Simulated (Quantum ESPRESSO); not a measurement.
# Different elements on one site among Al Cu Li Ru Ti

Calculated results; nothing here was measured. They come from Quantum ESPRESSO 7.5, a public plane-wave density functional program. Each row is one single-point run on a made-up periodic cell of eight metal atoms, with elements, volume, strain and displacements drawn at random and not relaxed, so a cell may be unstable or far from any real phase. There is no spin polarisation or spin-orbit coupling.

Settings: PBE unless stated; PseudoDojo standard norm-conserving files; Fermi-Dirac width 0.25 eV, which means electrons at about 2900 K; cutoff 1252 eV; 5 x 5 x 4 k mesh shifted half a step off Gamma. E is the free energy of the whole cell (internal energy minus TS), so a -TS column is already part of it. Stress is positive in tension, and the pressure P is minus a third of its trace.

Checks: one run of this series was repeated at a higher cutoff and on a denser mesh, which moved values by no more than 0.004 eV, 0.02 GPa and 0.005 eV/Å, and a second program with other atomic files agreed on it to 2 % rms in force and 0.5 GPa in pressure. Known limits: the copper pseudopotential is less sure than most, with forces differing by about three percent and pressure by about two GPa from a second method on plain copper; heavy elements are run without spin-orbit coupling, which real alloys of them have; a spin test at this wide smearing found no moment, but such smearing suppresses magnetism that the real alloy may have.

The lattice is face-centred cubic, and the cell vectors in Å are (2.048, 4.096, 2.048); (2.048, -4.096, 2.048); (2.048, 0.000, -6.144), a volume of 137.46 Å³. The elements on sites 1 to 8 are Li Ru Ti Cu Al Li Li X. The runs change X and keep the cell and the displaced positions. The column v is a rough volume for each atom of the pure element, close to PBE values, from general knowledge and not from these runs. Energies are left out, as each element's file has its own zero.

| run | X | v (Å³) | -TS (eV) | force on X (eV/Å) | rms force (eV/Å) | P (GPa) |
|---|---|---|---|---|---|---|
| 1 | Ta | 18.3 | ? | ? | ? | ? |
| 2 | Rh | 14.1 | -1.262 | 0.300 | 0.307 | -12.82 |
| 3 | In | 27.5 | -1.127 | 0.788 | 0.407 | -5.92 |
| 4 | Pt | 15.6 | -1.165 | 0.288 | 0.313 | -12.42 |
| 5 | Ru | 13.8 | -1.360 | 0.515 | 0.342 | -13.33 |

## Worked fit

A straight line through the runs shown gives P = -20.6 + 0.532 v GPa with v in Å³, an error of 0.019 on the slope and a scatter of 0.22 GPa. At this fixed volume the pressure tends to rise with the size of X.

## Withheld run

Question: what pressure should run 1, with Ta, give?

The fit gives -10.86 ± 0.24 GPa. The calculation gave -9.44 GPa. This run lies off the fit by more than twice that error, so something that the fit leaves out matters here.
